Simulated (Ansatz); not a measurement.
Ansatz input

```yaml
crystal:
  lattice:
    - [-1.8101933908, 1.8101018818, 1.2369890997]
    - [1.8101018818, -1.8101933908, 1.2369890997]
    - [2.9325119624, 2.9325119624, -1.2371566987]
  atoms:
    - { symbol: Cr, position: [4.84e-08, 0.9999999516, 1.0], spin: 1.5 }
    - { symbol: Cr, position: [0.7499999516, 0.2500000484, 0.5], spin: -1.5 }
hamiltonian:
  xc: blyp
  pseudopotentials:
    kind: paw
    azcp:
      Cr: "pseudopotentials/Cr.paw.azcp"
basis:
  ecutwfc: 420
  fft_grid_basis: typed
kpoints:
  mp_grid: { grid: [17, 17, 9], shift: [0, 0, 0] }
magnetization:
  spin_polarized: true
scf:
  occupations: { method: fermi_dirac, width: 0.05 }
  lower_state_search: "off"
output:
  stress: true
```

and its output:

```
Engine: ansatz 0.2.0, x86_64-unknown-linux-gnu
Pseudopotentials: kind: paw
Pseudopotential: Cr, paw, valence charge 14, recommended cutoff 420 eV (normal) 
Functional definition: BLYP
  parameter beta = 0.0042
  parameter a = 0.04918
  parameter b = 0.132
  parameter c = 0.2533
  parameter d = 0.349
  exchange = b88_x(beta = beta)
  correlation = lyp_c(a = a, b = b, c = c, d = d)
Crystal: 2 atoms, lattice volume = 26.265 Å³
Basis set: ecut = 420 eV, 517 PW (Γ), exchange–correlation on 40×40×60 points (8 copies of the dense FFT grid, shifted against one another)
Bands: 20, of which v1, the nominal top of the filled ones, is band 14 counted from 1 (13 counted from 0)
Symmetry: 2 space group operations
Space group: C2 (ITA 5), of the structure as read, at distance tolerance 3.0e-5 Å
Magnetic group: BNS 15.88 (UNI 95), of the structure as read, at distance tolerance 3.0e-5 Å
k-points: 693 of 2601 (time reversal used)
Non-local potential: Cr, projectors of the file, l = 0: 3, l = 1: 2, l = 2: 3, l = 3: 1
PAW form: soft (Blöchl's): semilocal exchange-correlation on the pseudo side does not see the compensation charge
PAW frozen core: Cr, regenerated for the run's functional, and the local potential with it (the file was generated under x = pbe(κ = 0.804, μ = 0.2195149727645171), c = pbe(β = 0.06672455060314922))
PAW one-centre angular grid: Cr, 590 points (default); XC on 64 Gauss nodes
Initial density: superposition of atomic densities (chi_scale 0.1, normalization cell)
Starting moments: Σ|m| = 3 μB on 2 of 2 sites
Starting magnetic order: antiferromagnet; an inversion exchanges its spin sublattices: spin-degenerate at every k-point
Initial wavefunctions: pseudopotential atomic-orbital guess
Functional: x = b88, c = lyp
SCF iter   1: F=—  HF=-6771.111295 eV  |F-HF|=—  |Δ(HF+E_count)|=         —  Δρ=1.30e-1 (↑1.30e-1 ↓1.30e-1)  dr2=1.00e1  dr2_m=1.35e0  M=-0.000 μB ∫|m|=1.567 μB  β_m=0.30  ethr=3.10e-3  ⟨swp⟩=3.5  Hψ=97255  notcnv=0
SCF iter   2: F=—  HF=-6769.200763 eV  |F-HF|=—  |Δ(HF+E_count)|=    1.91e0  Δρ=7.03e-2 (↑7.03e-2 ↓7.03e-2)  dr2=2.55e0  dr2_m=5.46e-1  M=0.000 μB ∫|m|=1.644 μB  β_m=0.30  ethr=3.10e-3  ⟨swp⟩=2.0  Hψ=62594  notcnv=0  defer=656
...
iter 23 did not close the SCF: its close was put off for a magnetic moment that had not settled (scf_convergence_deferred on its scf_iter line)
SCF iter  23: F=-6768.729906 eV  HF=-6768.729906 eV  |F-HF|=2.01e-9  |Δ(HF+E_count)|=   2.97e-9  Δρ=3.76e-6 (↑3.56e-6 ↓3.76e-6)  dr2=2.97e-9  dr2_m=2.53e-9  M=0.000 μB ∫|m|=0.000 μB  β_m=0.92  ethr=3.57e-10  ⟨swp⟩=4.2  Hψ=85605  notcnv=0
iter 24 did not close the SCF: its close was put off for a magnetic moment that had not settled (scf_convergence_deferred on its scf_iter line)
SCF iter  24: F=-6768.729906 eV  HF=-6768.729906 eV  |F-HF|=8.51e-10  |Δ(HF+E_count)|=   6.57e-9  Δρ=1.36e-6 (↑1.36e-6 ↓1.35e-6)  dr2=1.27e-9  dr2_m=2.30e-10  M=0.000 μB ∫|m|=0.000 μB  β_m=0.88  ethr=1.06e-11  ⟨swp⟩=1.0  Hψ=80873  notcnv=0
SCF iter  25: F=-6768.729906 eV  HF=-6768.729906 eV  |F-HF|=6.80e-10  |Δ(HF+E_count)|=  1.97e-10  Δρ=9.66e-7 (↑9.66e-7 ↓8.89e-7)  dr2=7.22e-10  dr2_m=2.70e-11  M=0.000 μB ∫|m|=0.000 μB  ethr=4.53e-12  ⟨swp⟩=1.0  Hψ=77602  notcnv=0
WARN: the starting moments were not kept: the SCF closed with an absolute magnetisation of 7.0e-6 μB, where they sum to 3 μB in size (2 sites). That is at most 0.1 of that sum. Measured as dr2_m measures the in/out step, that magnetisation stands 1.4e-11 eV from none, at or under the dr2_threshold of 1.0e-7 eV: it is no larger than a step whose dr2_m would equal this threshold. The system may hold no moment; this SCF shows only that its start led to no more than that. To try another start: raise the starting moments (crystal.atoms[].spin, magnetization.per_species, magnetization.initial_magnetization, or on a non-collinear deck that types none of these the spinor_matrix: blocks that start its atoms; where the total moment is fixed, keep their sum and leave initial_magnetization as it is; typed ones take the place of any that the run laid by itself, positive ones on a crystal's lanthanoids without a Hubbard term where scf.initial_density.shell_occupations: [] is typed) or, if the notice of its spin-set hold's release reads "site moments contracting" or "site moments show no strong build", lengthen the hold (scf.mixing.spin_hold: { on: { confirm: 4 } }; for m-r²SCAN on two components see the key's manual first). Each may lead to a state that holds a moment. A second SCF, from the converged charge density, with the starting moments and any scf.initial_density.shell_occupations laid on it anew, would have followed, and was not run: the deck does not ask for one (magnetization.retry_lost_moments is false, the default). To let it run, set magnetization.retry_lost_moments: true and run the deck again, where that key's refused combinations let it; where memory then withholds it, that run's warning says so.
SCF 1 converged in 25 iterations: F = -6768.729906 eV  dr2 = 7.22e-10
SCF converged after 25 iterations
Magnetization: 0.0000 μB (14.0000 up, 14.0000 down)
Absolute magnetization: 0.0000 μB (∫|ρ↑−ρ↓|, with the PAW one-centre terms)
Spin contamination: 0.0000 ħ² per cell (⟨S²⟩ above its minimum at these occupations)
Per-site moments (μB) at R_I (Å): [(6.655927666487043e-7, 1.020516008648726), (-3.1544102674465063e-7, 1.020516008648726)]
Free energy (F): -6768.729906 eV
Harris-Foulkes:  -6768.729906 eV  (|F-HF|=6.80e-10)
Internal energy: -6768.714335 eV  (E = F + TS)
E sigma→0 (E₀):  -6768.722121 eV
Entropy (-TS):   -0.015571 eV (-7.785 meV/atom)
Fermi energy:    17.026007 eV
--- Per-component energies (eV) ---
  E_band       = -345.998011
  E_kinetic    = 683.173802
  E_local      = -2600.117669  (includes V_loc(G=0)·N_el)
  E_nonlocal   = 157.209764
  E_hartree    = 1120.171013
  E_xc         = -274.499537
  E_vxc        = -349.154452  (∫ρ·V_xc dr)
  E_paw        = -2407.897830  (= ΣΔE_a)
  E_vpaw       = -477.452378  (= ΣTr[D̂ρ^β])
  E_aug_tail   = 0.000758  (compensation charges beyond the density's cutoff)
  E_ewald      = -3446.784217
  E_core_change = 0.029581  (= ΣΔE_core)
  E_smearing   = -0.015571  (= −TS)
  E_closure    = 0.000000  (closes the sum)
  Σ components = -6768.729906   (vs F -6768.729906, Δ=0.00e0)
--- Stress (GPa, compression-positive) ---
      -14.521678      -0.544372       0.005485
       -0.544372     -14.521678       0.005485
        0.005485       0.005485     -14.448321
  P = ⅓ Tr σ = -14.4972 GPa (-144.972 kbar)
```
